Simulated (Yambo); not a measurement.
Yambo run on CaO (rock salt, space group Fm-3m, No. 225). The wavefunctions are PBEsol (pw.x of Quantum ESPRESSO, ONCV potentials, without SOC) ones on a 6×6×6 mesh (8 occupied bands); a = 3.368 Å, b = 3.368 Å, c = 3.368 Å, α = 60.00°, β = 60.00°, γ = 60.00°.

Yambo input:

```
rim_cut
gw0
dyson
el_el_corr
HF_and_locXC
ppa
em1d
RandQpts= 1000000
RandGvec= 1 Ry
EXXRLvcs= 84 Ry
VXCRLvcs= 336 Ry
Chimod= "HARTREE"
% BndsRnXp
 1 | 64 |
%
NGsBlkXp= 10 Ry
% LongDrXp
 1.0 | 1.0 | 1.0 |
%
PPAPntXp= 27.2114 eV
% GbndRnge
 1 | 23 |
%
GTermKind= "BG"
DysSolver= "n"
ExtendOut
% QPkrange
 1 | 1 | 8 | 8 |
 13 | 13 | 8 | 9 |
%
```

k points by index: 1 = Γ, 13 = X.

Resulting energies as the program prints them:

```
#    K-point    Band    Eo [eV]    E [eV]    E-Eo [eV]    Vxc [eV]    Vnlxc [eV]    Sc|Eo [eV]    Sc|E [eV]    dSc/dw|Eo [eV]    Re(Z)    Im(Z)
#
    1    8    0.000000    -1.174980    -1.174980    -19.25667    -24.58239    3.841595    4.150736    -7.158586    0.791718    -0.001316
    13    8    -0.370442    -1.624004    -1.253562    -18.83502    -24.29280    3.874172    4.204219    -7.163609    0.791602    -0.001361
    13    9    3.549262    4.847082    1.297820    -11.60160    -5.966454    -4.119837    -4.337324    -4.559745    0.856481    -0.844928E-3
```
(The two width columns are left out.) Convergence of these settings isn't established.

Geometry relaxed with PBEsol.
